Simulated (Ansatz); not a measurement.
Elastic constants of LiH at -2.9 GPa (stress–strain coefficients): input and output

Level of theory: Ansatz, DFT PBE, scalar-relativistic, plane waves, PAW.

Launched with:
```bash
ansatz run input.yaml --threads 1 --pin off --max-ram 2560MiB --backend cpu --events-out ev --progress --plain --runs-dir out
```

Input (bare energies are in eV):
```yaml
crystal:
  lattice:
    - [0.0, 2.0661, 2.0661]
    - [2.0661, 0.0, 2.0661]
    - [2.0661, 2.0661, 0.0]
  atoms:
    - { symbol: Li, position: [0.0, 0.0, 0.0] }
    - { symbol: H, position: [0.5, 0.5, 0.5] }
basis:
  ecutwfc: 420
kpoints:
  mp_grid: { grid: [10, 10, 10] }
hamiltonian:
  xc: pbe
scf:
  occupations: { method: fixed }
output:
  forces: true
  stress: true
  eigenvalues: true
elastic:
  mode: relaxed_ion
  stencil: two_point
```

From the output:
```
--- Elastic constants: 2 strain directions × 2 members + reference (group order 48) ---
  dense FFT box of the reference and of every strained cell: 20×20×20
  strains applied: 11, 23; error gains: componentwise 1.00 (the most a stress slope's error grows in a printed constant), spectral 1.73 (1 for all six strains in a standard setting)
  C = ∂σ_k/∂η_j (tension-positive GPa; Voigt order 11 22 33 23 13 12):
        58.953     10.124     10.124     -0.000     -0.000      0.000
        10.124     58.953     10.124      0.000      0.000     -0.000
        10.124     10.124     58.953      0.000     -0.000     -0.000
        -0.000      0.000      0.000     44.038     -0.000      0.000
        -0.000      0.000      0.000      0.000     44.038      0.000
        -0.000     -0.000     -0.000      0.000      0.000     44.038
  reference stress σ⁰ (GPa):      2.877      2.877      2.877      0.000      0.000      0.000
  C* (energy form; C + prestress term) asymmetry max|C*_kj − C*_jk| = 5.329e-15 GPa — a small one proves nothing (zero by symmetry where the batch's group is 432, −43m or m−3m); a large one is finite-difference/SCF noise where every solve ...
  moduli (Voigt/Reuss/Hill, GPa): K = 26.40/26.40/26.40   G = 36.19/33.32/34.76   E = 72.47   ν = 0.043
  mechanically stable: yes (min eigenvalue of sym C = 44.04 GPa)
  strain η (Voigt 11):  stress-route row diagonal C_11 = 58.95 GPa, energy-path curvature d²(F+E_count+ΔE)/dδ²/Ω₀ = 59.16 GPa
         δ    σ_11 (GPa) F (eV) n_scf n_hpsi n_pw
    -2.000e-3       2.7583        -221.3774510       6   10497    353   relax 0 steps, max|allowed force component| 1.89e-30 eV/Å
     2.000e-3       2.9941        -221.3761831       5   10147    359   relax 0 steps, max|allowed force component| 2.10e-31 eV/Å
  strain η (Voigt 23):  stress-route row diagonal C_44 = 44.04 GPa, energy-path curvature d²(F+E_count+ΔE)/dδ²/Ω₀ = 42.82 GPa
         δ    σ_23 (GPa) F (eV) n_scf n_hpsi n_pw
    -2.000e-3      -0.0881        -221.3768182       5   17886    357   relax 0 steps, max|allowed force component| 7.15e-31 eV/Å
     2.000e-3       0.0881        -221.3768182       7   18831    357   relax 0 steps, max|allowed force component| 2.51e-30 eV/Å
```

The run took 8 s on 1 thread of AMD EPYC 7R43 64-Core Processor (Zen 3), on a shared host, peak memory 0.33 GiB.

The cell is the ideal cubic rocksalt prototype.